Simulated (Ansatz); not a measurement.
## Ansatz 0.2.0, relaxation: SeBr3O

The input file (Ansatz 0.2.0, plane waves):

```yaml
crystal:
  lattice:
    - [0.0, 3.932757, 0.0]
    - [8.590396, -1.966378, 0.0]
    - [3.807083, 0.0, -8.685144]
  atoms:
    - { symbol: O, position: [0.731, 0.462, 0.579] }
    - { symbol: O, position: [0.269, 0.538, 0.421] }
    - { symbol: Se, position: [0.196, 0.392, 0.6849] }
    - { symbol: Se, position: [0.804, 0.608, 0.3151] }
    - { symbol: Br, position: [0.33, 0.66, 0.7505] }
    - { symbol: Br, position: [0.67, 0.34, 0.2495] }
    - { symbol: Br, position: [0.6169, 0.2338, 0.9341] }
    - { symbol: Br, position: [0.3831, 0.7662, 0.0659] }
    - { symbol: Br, position: [0.0479, 0.0958, 0.6497] }
    - { symbol: Br, position: [0.9521, 0.9042, 0.3503] }
  symmetry: { tolerance: 0.0003 }
kpoints:
  mp_grid: { grid: [5, 5, 2], shift: [0, 0, 0] }
magnetization:
  spin_polarized: false
scf:
  occupations: { method: gaussian, width: 0.0682 }
  lower_state_search: "off"
hamiltonian:
  pseudopotentials: { kind: paw }
  xc: pbe
basis:
  ecutwfc: 420
  fft_grid_basis: typed
relax:
  max_steps: 40
  f_tol: 0.03
output:
  forces: true
  stress: true
  eigenvalues: true
  populations: true
  elf: true
  write_potential: true
  volumetric_format: npy
  dos:
    e_range: [-12, 8]
    de: 0.05
    projected: { site_lists: { Br: [Br], O: [O], Se: [Se] } }
  bader: false
checkpoint:
  read: saved_state
```

Launch command:

```bash
ansatz run input.yaml --threads 2 --pin off --max-ram 3584MiB --backend cpu --events-out ev --progress --plain --runs-dir out
```

Origin of the cell: a known structure type with other elements, at an estimated volume, so it need not be a known compound.

The saved state is a converged single point of the same cell.

Steps:

```tsv
step	ΔF (meV/atom)	max force component (eV/Å)	SCF iterations	step was
1	0.0	2.084	8	accepted
2	-79.7	1.470	7	accepted
3	-116.3	1.092	8	accepted
4	-125.4	0.269	7	accepted
5	-126.5	0.037	7	accepted
6	-126.6	0.028	9	accepted
7	-126.8	0.032	10	accepted
8	-127.6	0.129	11	accepted
9	-129.5	0.077	7	accepted
10	-133.1	0.218	8	accepted
11	-139.4	0.262	7	accepted
12	-159.4	0.609	7	accepted
13	-193.6	0.679	7	accepted
14	-191.3	2.478	7	rejected
15	-207.3	0.453	9	accepted
16	-213.5	0.145	6	accepted
17	-214.6	0.161	7	accepted
18	-215.8	0.050	6	accepted
19	-215.8	0.055	7	accepted
20	-215.9	0.008	6	accepted
```

The starting structure.

Space group C2/m (No. 12); the run's cell has a = 3.933 Å, b = 8.813 Å, c = 9.483 Å, α = 66.96°, β = 90.00°, γ = 102.89°. Shortest distances: O–Se 2.18 Å, O–O 2.40 Å, Br–Se 2.61 Å, Br–O 3.14 Å, Br–Br 3.46 Å.

The relaxed structure.

Space group C2/m (No. 12); the run's cell has a = 3.933 Å, b = 8.813 Å, c = 9.483 Å, α = 66.96°, β = 90.00°, γ = 102.89°. Shortest distances: O–Se 1.89 Å, O–O 2.34 Å, Br–Br 2.35 Å, Br–Se 2.48 Å, Se–Se 3.19 Å, Br–O 3.33 Å.

```
CELL_PARAMETERS angstrom
0.00000 3.93276 0.00000
8.59040 -1.96638 0.00000
3.80708 0.00000 -8.68514
ATOMIC_POSITIONS crystal
O 0.72165 0.44329 0.56789
O 0.27835 0.55671 0.43211
Se 0.19299 0.38599 0.63379
Se 0.80701 0.61401 0.36621
Br 0.27356 0.54711 0.80990
Br 0.72644 0.45289 0.19010
Br 0.57360 0.14720 0.96774
Br 0.42640 0.85280 0.03226
Br 0.06160 0.12320 0.58535
Br 0.93840 0.87680 0.41465
```

```
Free energy lowered by  : 215.9 meV/atom
Final pressure          : 1.06 GPa
Relaxation steps listed : 20
```

Caveats: the SCF threshold is looser than advised for a stress; the relaxation held the start's symmetry, so the end may be a saddle point.

It ran for 7.7 min on 2 threads of Arm Neoverse N1, on a shared host, peak memory 0.73 GiB, from a saved density.
